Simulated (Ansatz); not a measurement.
Below is a relaxed structure of In4SbAs3. The cell was found from a structure generator's guess, not taken from experiment.

The calculation used Ansatz 0.2.0, DFT PBE, scalar-relativistic, plane waves, PAW. Cutoff 420 eV, Γ-centred mesh, Gaussian smearing, no spin polarisation.

```
CELL_PARAMETERS angstrom
4.45647 0.00000 0.00000
0.00000 4.45647 0.00000
0.00000 0.00000 12.58951
ATOMIC_POSITIONS crystal
In 0.50000 0.00000 0.87962
In 0.00000 0.50000 0.12038
In 0.50000 0.00000 0.36192
In 0.00000 0.50000 0.63808
Sb 0.50000 0.50000 0.50000
As 0.00000 0.00000 0.24111
As 0.00000 0.00000 0.75889
As 0.50000 0.50000 0.00000
```

Formation energies are uncorrected and refer to the elements' standard structures at the same level.

Problem. What space group does it have?

Solution. P-4m2 (No. 115), with Sb and As ordered on zinc blende sites. Conventional cell: a = 4.456 Å, c = 12.590 Å. Around In on its first site lie 4 As at 2.69–2.70 Å; around In on its second site lie 2 As at 2.70 Å and 2 Sb at 2.83 Å; Sb has 4 In at 2.83 Å; As on a site of symmetry 2mm has 4 In at 2.70 Å; 1 more site not described.

Problem. What is its formation energy per atom?

Solution. −0.20 eV/atom. It lies below the elements, which doesn't yet make it stable against other compounds or structures.

Problem. Is it a metal?

Solution. There is no gap on the 8×8×4 mesh, but valence and conduction bands meet within 0.015 eV, so at this level it has a zero gap rather than a metal's Fermi surface.

The last run used an 8×8×4 mesh (in the run's order of axes) for its 8-atom cell and Gaussian smearing of 0.10 eV. These runs have no spin–orbit coupling, which can matter for Sb. The zero gap may come from the functional, which often closes small gaps. The reference form of As is held partly by dispersion forces, which this level lacks. Symmetry constrained the relaxation, so the result can be a saddle point.
